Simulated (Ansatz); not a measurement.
## Relaxing a structure of WSe₂

The start is a relaxed WSe2 cell, doubled along one cell vector, shaken by Gaussian noise of σ = 0.08 Å a coordinate. The structure is fully relaxed (lattice and positions, P = 0) with r2SCAN (plane waves to 500 eV, PAW, scalar-relativistic; Ansatz, a program for electronic structure). The first steps use a coarse 6×6×3 k-mesh.

The start:
```
CELL_PARAMETERS angstrom
      0.00000     3.13068     3.13068
      3.13068     0.00000     3.13068
      6.26137     6.26137     0.00000
ATOMIC_POSITIONS crystal
  W  0.99094 0.02212 0.00005
  W  0.01112 0.01616 0.47931
  Se 0.21338 0.22657 0.13421
  Se 0.23054 0.28511 0.61429
  Se 0.76099 0.73694 0.38647
  Se 0.73924 0.73729 0.88584
```
Spin-polarised start, with parallel moments on W.

### Question
Which atoms feel the largest initial force, and how large is it?

### Answer
About 2.0 eV/Å, on Se3 (atoms numbered as listed).

### Question
Does it find its way back to the structure it was made from?

### Answer
It relaxes back to the parent, Fm-3m (No. 225).

### Question
How do the shortest distances between atoms change?

### Answer
The closest pairs of elements (up to four, under 3.6 Å), start → end: Se–W 2.50 → 2.71 Å; Se–Se 2.90 → 3.13 Å.

### Question
What band gap does the relaxed structure have at this level?

### Answer
Zero (metallic).

The end point of the relaxation:

Space group Fm-3m (No. 225); a = 6.2615 Å, b = 6.2615 Å, c = 6.2615 Å, α = 90.00°, β = 90.00°, γ = 90.00°

| atom | site | symmetry | x | y | z |
|---|---|---|---|---|---|
| W | 4b | m-3m | 0.5000 | 0.5000 | 0.5000 |
| Se | 8c | -43m | 0.2500 | 0.2500 | 0.2500 |
(The calculation used a cell of 3 atoms; values per cell refer to that cell.)

Final values are on a 13×13×13 k-mesh of the relaxed cell. Spin state reached: ferromagnetic (net 0.63 μB/atom), from parallel starting moments; other spin orders were not run from this start.

The relaxed structure here is a generated cell of WSe2: the first start was made by placing the elements on the sites of a structure type, and the end was not matched to a known phase here, so it may be hypothetical. Known forms of WSe2 include space group No. 194.
